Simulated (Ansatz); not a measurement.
MoNaS2 in space group P6_3/mmc (No. 194; S on 4f, Mo on 2d, Na on 2a) at seven volumes, r²SCAN+D4 in the plane-wave PAW code Ansatz, shape and atoms relaxed at each. One row is withheld.

```tsv
V (Å³/atom)	P (GPa)
15.657	?
16.173	5.13
16.690	2.50
17.206	-0.01
17.722	-1.93
18.238	-3.71
18.754	-5.04
```

Question: Fit the shown pressures and predict the withheld one.

Answer: P = (3/2)B₀(x^(7/2) − x^(5/2))[1 + (3/4)(B′ − 4)(x − 1)] with x = (V₀/V)^(2/3). Least squares on the six rows gives V₀ = 17.217 Å³/atom, B₀ = 71.9 GPa, B′ = 4.46. At V = 15.657, x = 1.0654 and P = 8.45 GPa. The run itself gave 8.52 GPa.

A made-up cell: these elements were put on the sites of a structure type; neither database checked (COD, Materials Project) lists it. Its standing as an ambient phase is unchecked. The r²SCAN+D4 relaxation kept the symmetry of its start; its stability against distortions is not shown here. The run is not spin-polarised.

Potentials: the later of the program's two PAW sets.
